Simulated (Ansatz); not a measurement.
Deforming NbCd₃

```yaml
crystal:
  lattice:
    - [4.21500, 0.00000, 0.00000]
    - [0.00000, 4.21500, 0.00000]
    - [0.00000, 0.00000, 4.21500]
  atoms:
    - { symbol: Nb, position: [0.00000, 0.00000, 0.00000] }
    - { symbol: Cd, position: [0.00000, 0.50000, 0.50000] }
    - { symbol: Cd, position: [0.50000, 0.00000, 0.50000] }
    - { symbol: Cd, position: [0.50000, 0.50000, 0.00000] }
```

Atom numbers follow the list: Nb1, Cd2, Cd3, Cd4.

The geometry is COD entry 2310296, unchecked; take it as a test cell.

Spin polarisation is left out, and whether a magnetic state lies lower isn't shown here.

Level of theory: DFT, LDA, all-electron LAPW, scalar-relativistic (Ansatz 0.2.0).

Settings: a Γ-centred 9×9×9 k mesh, Fermi–Dirac smearing of 0.08 eV, basis error target 0.5 meV/atom, no spin polarisation.

The unchanged cell is at -2.53 GPa.

In a metal, stresses and small energies carry noise from the k mesh.

x, y and z are the Cartesian axes of the cell as listed; fractional coordinates follow a strain, and an engineering shear is twice the off-diagonal strain component.

Problem. One change gave: energy change +1 meV/atom; stress change (xx, yy, zz, yz, xz, xy) 0.04, 0.04, 0.04, -0.72, -0.72, -0.72 GPa, compression positive. Which change was it?
A. equal xy, yz and zx engineering shear strains of +2 %
B. equal xy, yz and zx engineering shear strains of -2 %
C. equal xy, yz and zx engineering shear strains of -1 %
D. equal xy, yz and zx engineering shear strains of +1 %

Solution. D. For equal xy, yz and zx engineering shear strains of -2 %: energy change +5 meV/atom; stress change (xx, yy, zz, yz, xz, xy) 0.16, 0.16, 0.16, 1.40, 1.40, 1.40 GPa, compression positive. For equal xy, yz and zx engineering shear strains of -1 %: energy change +1 meV/atom; stress change (xx, yy, zz, yz, xz, xy) 0.04, 0.04, 0.04, 0.71, 0.71, 0.71 GPa, compression positive. For equal xy, yz and zx engineering shear strains of +2 %: energy change +5 meV/atom; stress change (xx, yy, zz, yz, xz, xy) 0.16, 0.16, 0.16, -1.46, -1.46, -1.46 GPa, compression positive.
